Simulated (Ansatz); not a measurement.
CoSi₂ (fluorite or antifluorite type, Fm-3m) at seven volumes, DFT-PBEsol in the program Ansatz with PAW potentials, scaled uniformly. One row is withheld.

```csv
V (Å³/atom),P (GPa)
11.367,22.61
11.742,?
12.116,6.35
12.491,0.01
12.866,-5.37
13.241,-9.92
13.615,-13.76
```

Task: Fit the shown pressures and predict the withheld one.

Result: P = (3/2)B₀(x^(7/2) − x^(5/2))[1 + (3/4)(B′ − 4)(x − 1)] with x = (V₀/V)^(2/3). Least squares on the six rows gives V₀ = 12.492 Å³/atom, B₀ = 194 GPa, B′ = 4.49. At V = 11.742, x = 1.0421 and P = 13.81 GPa. The run itself gave 13.82 GPa.

Symmetry was held in the PBEsol relaxation. The workflow began spin-polarised and lost its moments.

Potentials: the later of the program's two PAW sets.
